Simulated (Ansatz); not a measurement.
The start is a generated cell, Fe built in the AFLOW prototype A_hR12_166_2h (as in B). Cell shape, volume and atoms are optimised at zero target pressure with PBEsol (plane waves to 420 eV, PAW, scalar-relativistic; Ansatz, a quantum-chemistry and plane-wave program). The first steps use a coarse 6×6×6 k-mesh.

Starting cell:
```
CELL_PARAMETERS angstrom
      2.88407     1.66512     4.92259
     -2.88407     1.66512     4.92259
      0.00000    -3.33024     4.92259
ATOMIC_POSITIONS crystal
  Fe 0.01040 0.65729 0.01040
  Fe 0.01040 0.01040 0.65729
  Fe 0.65729 0.01040 0.01040
  Fe 0.98960 0.34271 0.98960
  Fe 0.98960 0.98960 0.34271
  Fe 0.34271 0.98960 0.98960
  Fe 0.22060 0.63230 0.22060
  Fe 0.22060 0.22060 0.63230
  Fe 0.63230 0.22060 0.22060
  Fe 0.77940 0.36770 0.77940
  Fe 0.77940 0.77940 0.36770
  Fe 0.36770 0.77940 0.77940
```
Spin-polarised start, with parallel moments on Fe.

How large is the pressure on the unrelaxed cell, and of which sign?

+45.4 GPa (positive: the cell is compressed).

What is the largest force in the starting geometry, and on which atom (counted from 1)?

5.93 eV/Å, on Fe7, Fe8, Fe9, Fe10, Fe11, Fe12 (atoms numbered as listed).

By how much does the energy per atom fall from start to end?

0.45 eV/atom.

How does the volume per atom move from start to end?

+10.7 %, from 11.82 to 13.08 Å³/atom.

How do the shortest distances between atoms change?

The closest pairs of elements (up to four, under 3.6 Å), start → end: Fe–Fe 2.01 → 1.97 Å.

What magnetic moments remain?

Zero (the starting moments vanished).

What does it relax into? Give the structure.


Space group R-3m, hexagonal axes (No. 166); a = 5.856 Å, b = 5.856 Å, c = 15.855 Å, α = 90.00°, β = 90.00°, γ = 120.00°

```tsv
atom	site	symmetry	x	y	z
Fe	18h	.m	0.2600	0.1300	0.1092
Fe	18h	.m	0.2077	0.4154	0.0255
```
(The calculation used a cell of 12 atoms; values per cell refer to that cell.)

The space group stays R-3m (No. 166) (the run could not lower it); the end is AFLOW prototype A_hR12_166_2h (as in B), with 12 atoms in the primitive cell. Final values are on a 8×8×8 k-mesh of the relaxed cell. No spin polarisation in the result: the starting moments vanished. A magnetic state may lie lower.

The run could not lose the symmetry of its start, so the end can be a saddle point.

The relaxed structure here is a generated cell of Fe: the first start was made by placing the elements on the sites of a structure type, and the end was not matched to a known phase here, so it may be hypothetical. Known forms of Fe include space group No. 229.
